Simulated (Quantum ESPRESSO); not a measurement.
# Band energies of CdCl2

```
CELL_PARAMETERS angstrom
      1.92816     1.11322     5.85617
     -1.92816     1.11322     5.85617
      0.00000    -2.22644     5.85617
ATOMIC_POSITIONS crystal
  Cl 0.74874 0.74874 0.74874
  Cl 0.25126 0.25126 0.25126
  Cd 0.00000 0.00000 0.00000
```

PBEsol (Quantum ESPRESSO, PseudoDojo norm-conserving, 102 Ry, scalar-relativistic); path ΓLB1,BZΓX,QFP1Z,LP; energies in eV from the valence-band maximum.

```
k (1/Å)  point  band 13  band 14  band 15  band 16  band 17  band 18  band 19  band 20
-------  -----  -------  -------  -------  -------  -------  -------  -------  -------
0.00         Γ    -0.65    -0.65    -0.21    -0.21    -0.21     3.31     5.98     8.88
0.21              -1.02    -0.74    -0.54    -0.24    -0.17     3.74     6.40     8.30
0.43              -1.68    -1.14    -0.97    -0.28    -0.24     4.52     7.08     7.94
0.74              -2.41    -1.61    -1.36    -0.52    -0.33     4.89     7.20     9.04
0.96         L    -2.61    -1.56    -1.46    -0.66    -0.34     4.86     7.22     9.09
1.33              -2.28    -1.99    -1.89    -0.50    -0.43     5.18     8.12     8.82
1.58        B1    -2.41    -2.05    -1.68    -0.46    -0.34     5.10     7.93     8.28
1.58         B    -2.41    -2.05    -1.68    -0.46    -0.34     5.10     7.93     8.28
1.80              -2.42    -1.76    -1.21    -0.50    -0.31     4.94     7.82     8.10
2.03              -1.97    -1.36    -0.86    -0.68    -0.25     4.88     7.81     8.14
2.25              -1.35    -1.04    -0.96    -0.50    -0.15     4.74     6.99     8.48
2.59         Z    -1.33    -0.77    -0.77    -0.10    -0.10     4.42     6.03     9.18
2.80              -0.91    -0.73    -0.73    -0.13    -0.13     4.03     6.04     9.07
3.12         Γ    -0.65    -0.65    -0.21    -0.21    -0.21     3.31     5.98     8.88
3.33              -0.99    -0.78    -0.49    -0.26    -0.13     3.72     6.38     8.29
3.63              -1.85    -1.65    -0.91    -0.61    -0.02     4.79     7.44     7.76
3.84              -2.14    -2.07    -1.31    -0.81    -0.03     5.10     7.61     8.62
4.15              -2.27    -2.06    -1.91    -0.61    -0.26     5.18     7.98     8.67
4.25         X    -2.29    -2.22    -1.69    -0.46    -0.36     5.12     8.05     8.24
4.25         Q    -2.29    -2.22    -1.69    -0.46    -0.36     5.12     8.05     8.24
4.50              -2.75    -1.89    -1.21    -0.35    -0.12     4.68     7.04     8.51
4.75         F    -2.92    -1.64    -1.17    -0.09     0.00     4.33     6.43     8.77
4.75        P1    -2.79    -1.60    -1.21    -0.22    -0.14     4.46     6.70     8.89
4.93              -2.44    -1.48    -1.03    -0.44    -0.13     4.58     6.94     9.01
5.19              -1.62    -1.15    -0.90    -0.67    -0.12     4.78     7.17     8.51
5.36              -1.27    -0.95    -0.93    -0.42    -0.10     4.65     6.65     8.66
5.63         Z    -1.33    -0.77    -0.77    -0.10    -0.10     4.42     6.03     9.18
5.63         L    -2.61    -1.56    -1.46    -0.66    -0.34     4.86     7.22     9.09
5.72              -2.63    -1.53    -1.47    -0.61    -0.32     4.82     7.18     9.07
5.99         P    -2.79    -1.60    -1.21    -0.22    -0.14     4.46     6.70     8.89
```

The PBEsol gap is indirect, 3.31 eV, from F to Γ; the smallest direct gap is 3.52 eV. Another valence extremum on the path lies within 0.02 eV, too close to call.

Spin-orbit splittings are left out.

Geometry relaxed with PBE+D3(BJ).
